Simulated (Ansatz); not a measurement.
# One input, then a changed one: F (sc type)

First run: DFT, LDA, all-electron LAPW, scalar-relativistic (Ansatz 0.2.0).

Command: `ansatz run input.yaml --threads 1 --pin off --max-ram 2048MiB --backend cpu --events-out ev --progress --plain --runs-dir out` It took 3.6 s on 1 thread of Intel(R) Xeon(R) 6975P-C (Granite Rapids) (shared host), peak memory 0.28 GiB.

```yaml
crystal:
  lattice:
    - [2.0842544779, 0.0, 0.0]
    - [0.0, 2.0842544779, 0.0]
    - [0.0, 0.0, 2.0842544779]
  atoms:
    - { symbol: F, position: [0.0, 0.0, 0.0] }
kpoints:
  mp_grid: { grid: [17, 17, 17] }
  band_path:
    path:
      - [0.0, 0.0, 0.0]
      - [0.0, 0.5, 0.0]
      - [0.5, 0.5, 0.0]
      - [0.0, 0.0, 0.0]
      - [0.5, 0.5, 0.5]
      - [0.0, 0.5, 0.0]
      - [0.5, 0.5, 0.5]
      - [0.5, 0.5, 0.0]
    npoints: 14
scf:
  occupations: { method: fermi_dirac, width: 0.08 }
hamiltonian:
  xc: lda
  pseudopotentials: { kind: all_electron, lapw: { basis_error: 0.001 } }
output:
  forces: true
  stress: true
  eigenvalues: true
  populations: true
  dos: { projected: true, de: 0.2, e_range: [-14, 8] }
```

The cell comes from a relaxation on PAW files under the same functional, begun from a prototype that needn't be the stable phase.

It converges in 5 SCF iterations at a pressure of -0.06 GPa.

The input is then changed:

```diff
   occupations: { method: fermi_dirac, width: 0.08 }
+  algorithm: density_mixing
 hamiltonian:
   populations: true
-  dos: { projected: true, de: 0.2, e_range: [-14, 8] }
```

Q: What does the second run give?

A: It converges in 5 SCF iterations at a pressure of -0.06 GPa, free energy 0.0 meV/atom against the first run's.
